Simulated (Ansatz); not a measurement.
PbF2 built on the fluorite prototype, relaxed with r2SCAN: it is cubic, Fm-3m (No. 225); a = 5.921 Å in the conventional setting, 17.30 Å³ an atom. Around Pb lie 8 F at 2.56 Å; around F lie 4 Pb at 2.56 Å. One-shot G0W0@PBE in the plane-wave code Ansatz on a 4×4×4 mesh (contour deformation, no spin-orbit coupling), from a PBE gap of 4.419 eV over the mesh points (the G0W0 gap is indirect on the mesh); the number N of bands summed and the screening cutoff rise together. Spin-unpolarised throughout; all numbers are computed.

| N | cutoff (eV) | 1000/N | G0W0 gap (eV) |
| --- | --- | --- | --- |
| 98 | 80 | 10.204 | 6.250 |
| 209 | 140 | 4.785 | 6.305 |

Question: Lay a straight line in 1000/N through these rows.

Answer: The slope is -0.0101 eV per unit of 1000/N and the intercept 6.354 eV.

Question: Predict the gap at N = 372 (210 eV).

Answer: 6.354 + (-0.0101) × 2.688 = 6.327 eV; the run gives 6.471 eV, +0.144 eV from the line.

Question: With that run's result added, what limit do the last two rows suggest?

Answer: Their slope is (6.471 − 6.305)/(2.688 − 4.785) = -0.0792, which meets 1/N = 0 at 6.68 eV, against 6.354 eV from the first line. The slope steepens, so 1/N isn't yet asymptotic and the true limit probably lies higher still; the k mesh isn't extrapolated.

Spin-orbit coupling is left out; in compounds of Pb, Bi, Tl or Hg it can lower a gap by up to about 1 eV, split its edges or invert the bands.
